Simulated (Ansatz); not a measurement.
BaTiO₃ (cubic perovskite)

```yaml
crystal:
  lattice:
    - [3.99442, 0.00000, 0.00000]
    - [0.00000, 3.99442, 0.00000]
    - [0.00000, 0.00000, 3.99442]
  atoms:
    - { symbol: Ba, position: [0.00000, 0.00000, 0.00000] }
    - { symbol: Ti, position: [0.50000, 0.50000, 0.50000] }
    - { symbol: O, position: [0.00000, 0.50000, 0.50000] }
    - { symbol: O, position: [0.50000, 0.50000, 0.00000] }
    - { symbol: O, position: [0.50000, 0.00000, 0.50000] }
```

In this cell atom 4 (O, nearest neighbour Ti at 1.997 Å; its periodic images, 4.0 Å or more away, move with it) is moved by s along Cartesian z, unit vector (0.000, 0.000, 1.000); all other atoms and the cell stay fixed.

These are r2SCAN (plane waves to 500 eV, PAW, scalar-relativistic; Ansatz, a first-principles code) values and carry that method's errors. k mesh 7×7×7 (Γ-centred), Fermi-Dirac smearing 0.05 eV. E stands for the smeared free energy. F∥ is the force on the atom along that direction. BaTiO3 is run without spin polarisation. BaTiO3 was relaxed with its symmetry unable to fall. The PAW data are Ansatz's earlier set. This is a high-temperature form of BaTiO3. ΔE is measured from the undisplaced structure.

```
s (Å)   ΔE (eV/cell)  F∥ (eV/Å)
------  ------------  ---------
-0.200        0.1348          …
-0.160        0.0783      1.158
-0.120        0.0405      0.751
-0.080             …      0.444
-0.040             …      0.205
0.000         0.0000      0.000
0.040              …     -0.205
0.080              …     -0.444
0.120         0.0405     -0.751
0.160         0.0783     -1.158
0.200         0.1348          …
```

### Question
Some entries are withheld; supply them.

### Answer

- -0.200, F∥ (eV/Å): 1.693
- -0.080, ΔE (eV/cell): 0.0169
- -0.040, ΔE (eV/cell): 0.0040
- 0.040, ΔE (eV/cell): 0.0040
- 0.080, ΔE (eV/cell): 0.0169
- 0.200, F∥ (eV/Å): -1.693

(A displaced cell: forces are minus the slopes of the energy, force constants its curvatures, and phonons follow from these.)
